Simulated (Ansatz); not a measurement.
PbO2:
```yaml
crystal:
  lattice:
    - [4.98631, 0.00000, 0.00000]
    - [0.00000, 4.98631, 0.00000]
    - [0.00000, 0.00000, 3.40334]
  atoms:
    - { symbol: Pb, position: [0.00000, 0.00000, 0.00000] }
    - { symbol: Pb, position: [0.50000, 0.50000, 0.50000] }
    - { symbol: O, position: [0.30729, 0.30729, 0.00000] }
    - { symbol: O, position: [0.19271, 0.80729, 0.50000] }
    - { symbol: O, position: [0.69271, 0.69271, 0.00000] }
    - { symbol: O, position: [0.80729, 0.19271, 0.50000] }
```

Relaxed with r²SCAN. Special points in fractions of this cell's reciprocal vectors: Γ (0.000, 0.000, 0.000); X (0.000, 0.500, 0.000); M (0.500, 0.500, 0.000); Z (0.000, 0.000, 0.500); R (0.000, 0.500, 0.500); A (0.500, 0.500, 0.500).

Task: List the band energies nearest the Fermi level at these points for r²SCAN in the plane-wave PAW code Ansatz.

Result: In eV from the Fermi level; about four levels below and three above (degenerate sets whole), none deeper than 8.9 eV; … stands for higher levels left out; points with the same levels are listed once.

```json
[
 {"k": "Γ", "below": "-0.63 -0.63 -0.55 -0.55 -0.48", "above": "0.03 4.80 …"},
 {"k": "X", "below": "-0.59 -0.59 -0.41 -0.41", "above": "2.86 2.86 …"},
 {"k": "M", "below": "-0.61 -0.61 -0.55 -0.55", "above": "3.30 3.30 …"},
 {"k": "Z", "below": "-1.19 -1.19 -0.85 -0.85", "above": "4.28 4.28 …"},
 {"k": "R", "below": "-0.84 -0.84 -0.15 -0.15", "above": "4.59 4.59 …"},
 {"k": "A", "below": "-0.71 -0.71 -0.59 -0.59", "above": "3.34 3.34 …"}
]
```

Space group P4_2/mnm (rutile). The r²SCAN relaxation kept the symmetry of its start; of distortions, only those at the zone centre were tested. A small band overlap can be real or an error of a semilocal functional. Spin–orbit coupling is left out wherever it is not named.

Potentials: the later of the program's two PAW sets.
